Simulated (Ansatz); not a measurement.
InP, first-principles data

InP:
```xyz
12
Lattice="7.2722 0.0000 0.0000 0.0000 7.2722 0.0000 0.0000 0.0000 7.2722" Properties=species:S:1:pos:R:3 pbc="T T T"
In     1.8180     0.0000     3.6361
In     3.6361     1.8180     0.0000
In     3.6361     5.4541     0.0000
In     5.4541     0.0000     3.6361
In     0.0000     3.6361     5.4541
In     0.0000     3.6361     1.8180
P      1.8180     3.6361     0.0000
P      0.0000     1.8180     3.6361
P      0.0000     5.4541     3.6361
P      5.4541     3.6361     0.0000
P      3.6361     0.0000     5.4541
P      3.6361     0.0000     1.8180
```

Space group Pm-3n (No. 223); conventional cell a = b = c = 7.2722 Å, α = β = γ = 90.00°.

Method: the program Ansatz at the r²SCAN level (PAW). Geometry: relaxed at this level of theory. Other levels are named where they apply.

Cell and energy:

* **Volume per atom**: 32.05 Å³
* **Density**: 3.78 g/cm³
* **Formation energy from the elements (no fitted shifts)**: -0.20 eV/atom

Electronic structure:

- Band gap = 1.07 eV (direct)
- Valence-band maximum = at Γ
- Conduction-band minimum = at Γ
- Electron effective mass = 0.087 mₑ (isotropic)
- Electron effective mass with spin–orbit coupling = 0.087 mₑ (isotropic)
- Hole effective mass, band 1 of 3 at the edge = 1.9 along [100], 1.9 along [110], 0.49 along [111] (mₑ)
- Hole effective mass, band 2 of 3 at the edge = 1.9 along [100], 0.36 along [110], 0.49 along [111] (mₑ)
- Hole effective mass, band 3 of 3 at the edge = 0.066 along [100], 0.077 along [110], 0.082 along [111] (mₑ)
- Hole effective mass with spin–orbit coupling, band 1 of 2 at the edge = 1.9 along [100], 0.61 along [110], 0.48 along [111] (mₑ)
- Hole effective mass with spin–orbit coupling, band 2 of 2 at the edge = 0.096 along [100], 0.11 along [110], 0.11 along [111] (mₑ)
- HSE06 gap on the r²SCAN cell = 1.42 eV
- Gap with spin–orbit coupling = 1.03 eV

Mechanics:

- Bulk modulus (Birch–Murnaghan fit) = 52.6 GPa
- Pressure derivative B′ = 4.6
- Elastic constants (relaxed ions, GPa) = C11 = 94.2, C12 = 31.9, C44 = 14.6
- Mechanical stability = stable (all eigenvalues of C positive)
- Hill bulk and shear moduli = 52.7 and 19.9 GPa
- Young's modulus = 53.0 GPa
- Poisson's ratio = 0.33
- Debye temperature from the elastic constants = 241 K

Charges:

Bader charges: In +0.98, P -0.98 e

The start of the workflow was typed in or built on a structure type; neither database checked (COD, Materials Project) lists it. It is not the phase usual at ambient conditions (space group No. 216). The cell was relaxed with r²SCAN under the symmetry of its start; whether a distortion lowers the energy is not shown. The volume moved by 28 % from the start of the relaxation. The references are the lowest solids computed at this level, not always the standard phases. Spin–orbit coupling is left out wherever it is not named.

Potentials: the later of the program's two PAW sets.
